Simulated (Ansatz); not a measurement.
Relaxed Rh (fcc, Cu type):

```yaml
crystal:
  lattice:
    - [3.80000, 0.00000, 0.00000]
    - [0.00000, 3.80000, 0.00000]
    - [0.00000, 0.00000, 3.80000]
  atoms:
    - { symbol: Rh, position: [0.00000, 0.00000, 0.00000] }
    - { symbol: Rh, position: [0.50000, 0.50000, 0.00000] }
    - { symbol: Rh, position: [0.50000, 0.00000, 0.50000] }
    - { symbol: Rh, position: [0.00000, 0.50000, 0.50000] }
```

These are r2SCAN (plane waves to 500 eV, PAW, scalar-relativistic; Ansatz, an electronic-structure program) values and carry that method's errors. k mesh 10×10×10 (Γ-centred), Fermi-Dirac smearing 0.05 eV. With partly filled bands, energies and forces of such displacements shift with the k mesh and the smearing. Rh is run without spin polarisation. Rh was relaxed with its symmetry unable to fall.

One atom of the cell was then moved (with its periodic images), all else fixed, and the forces (eV/Å) came out as:

```json
[
 {"atom": "Rh1", "Fx": "-2.549", "Fy": "0.000", "Fz": "0.000"},
 {"atom": "Rh2", "Fx": "1.126", "Fy": "0.000", "Fz": "0.000"},
 {"atom": "Rh3", "Fx": "1.126", "Fy": "0.000", "Fz": "0.000"},
 {"atom": "Rh4", "Fx": "0.298", "Fy": "0.000", "Fz": "0.000"}
]
```

Task: Which atom was moved, and by which vector (Å)?

Result: Rh1, by (0.22, 0.00, 0.00), 0.22 Å in all.

(A displaced cell: forces are minus the slopes of the energy, force constants its curvatures, and phonons follow from these.)
